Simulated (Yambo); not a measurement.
A G0W0@PBEsol run in Yambo for GeF4 (space group I-43m, No. 217) (4×4×4 Γ-centred k mesh, 176 bands and a 6 Ry block in the screening, 176 bands in G with the Bruneval-Gonze terminator, plasmon pole fitted at 27.2 eV) gives these matrix elements, in eV, at the band edges (H → Γ):

```json
[
 {"state": "valence edge", "E0": "0.000", "<Vxc>": "-22.933", "<Σx>": "-31.178", "<Σc(E0)>": "4.888", "Z": "0.818"},
 {"state": "conduction edge", "E0": "5.304", "<Vxc>": "-15.681", "<Σx>": "-11.073", "<Σc(E0)>": "-2.411", "Z": "0.876"}
]
```

Problem. Solve the linearised quasiparticle equation for both states, give the gap, and say how exchange and correlation each act on it.

Solution. E = E0 + Z(Σx + Σc − Vxc). Valence: 0.000 + 0.818 × (-31.178 + (4.888) − (-22.933)) = -2.75 eV. Conduction: 5.304 + 0.876 × (-11.073 + (-2.411) − (-15.681)) = 7.23 eV. The gap is 9.97 eV, against 5.30 eV in PBEsol. Replacing Vxc by bare exchange alone would open it by 12.85 eV; correlation takes back 7.30 eV of that, and Z scales what is left. Nearest settings tried, and what they do to the gap: 120 bands in G: +2 meV; 3 Ry block (55 vectors against 141): +384 meV; 2×2×2 mesh: +24 meV. Not varied: bands in W. So the settings aren't converged at that level. 

The standard potential for Ge keeps a d shell in the valence without the s and p states of that shell. In tests on such compounds this moved G0W0 gaps by up to about 0.9 eV, so absolute quasiparticle energies here are unreliable; differences between settings are what counts.

Spin-orbit coupling is included.

Geometry of the Materials Project entry, not relaxed at this level; primitive cell a = 4.600 Å, b = 4.600 Å, c = 4.600 Å, α = 109.47°, β = 109.47°, γ = 109.47°.
